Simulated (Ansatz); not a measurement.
# Fields on a plane of SrSi2 (space group P4_332)

```
SrSi2
1.0
    6.49076     0.00000     0.00000
    0.00000     6.49076     0.00000
    0.00000     0.00000     6.49076
Sr Si
4 8
Direct
  0.62500   0.37500   0.87500
  0.37500   0.87500   0.62500
  0.87500   0.62500   0.37500
  0.12500   0.12500   0.12500
  0.82696   0.82696   0.82696
  0.92304   0.07696   0.57696
  0.67304   0.17304   0.32696
  0.57696   0.92304   0.07696
  0.32696   0.67304   0.17304
  0.42304   0.42304   0.42304
  0.17304   0.32696   0.67304
  0.07696   0.57696   0.92304
```

The slice is a {110} plane (indices of the conventional cell) through the point (0.923, 0.077, 0.577) (fractional), spanned by u = [100] and v = [011] in vectors of this cell: u (6.49 Å) and v (9.18 Å, at 90° to u). It covers one period; positions are fractions (u, v).

Atoms on it: Sr at (0.70, 0.30); Si at (0.00, 0.00); Si at (0.40, 0.60). Other atoms lie within 1 Å of the plane.

Method: PBEsol (plane waves to 420 eV, PAW, scalar-relativistic; Ansatz, a first-principles code). k mesh 6×6×6. Near the nuclei the fields are pseudised (PAW); where an atom keeps semicore shells as valence, they peak there. At this level the bands of SrSi2 touch or barely overlap. SrSi2 was relaxed with its symmetry unable to fall.

```
|xx88996600003322001144667744|
|8899996600003322001144445577|
|7799883300000000001133222244|
|1122332222110000002222110000|
|0000115588886633222233000000|
|2200118899998866444433000033|
|2200118899773366665533000033|
|0000227777xxxx44775533000000|
|113355778844xx66775522000000|
|7788888888887777662200000033|
|9999887777776655110000000066|
|9999886655332200117788550044|
|77888877442200008899xx994411|
|336677776655110099xxxx887700|
|11335577888855008888xx995500|
|2244556688998811117788660000|
|6677777788998833000000002255|
|7788888888886622000000337777|
|xx66887755331100001133667744|
|xxxx8866110000000011446677xx|
```
Scale: ten equal steps from 0.04 (start of '0') to 0.93 (end of '9'), in the order '0123456789'. Values: electron localisation function (ELF). The map has 14 points along u (two characters each, u = 0 at the left) and 20 along v (v = 0 in the bottom row). Points within 0.5 Å of a nucleus are blanked (x), as the pseudised field means little there.

```
|=+=-.:=-:.:-=+|
|++-:.:=-:.::-=|
|--:...::....::|
|..............|
|:...:--:.....:|
|-..:=++=-::.:=|
|-::-++=+=-:.:=|
|:::=+:.+=-...:|
|::-=+=-+=:.  .|
|-=+++++=-.   .|
|=+++==-:::...:|
|=+++=:..-**+::|
|-=+=-:.:*@@%+:|
|:-===:.:#@%@*:|
|.:==+=::*@@@+.|
|:-=+++-:-*#+:.|
|-=++++-...::::|
|++++==:.   :-=|
|=++=-::.  .-==|
| =+-::::..:-+=|
```
Scale: ten equal steps from -1.38 (start of ' ') to 0.44 (end of '@'), in the order ' .:-=+*#%@'. Values: log₁₀ of the valence density in e/Å³. The map has 14 points along u (one character each, u = 0 at the left) and 20 along v (v = 0 in the bottom row). The scale is logarithmic, as a density can span decades between atoms and voids.
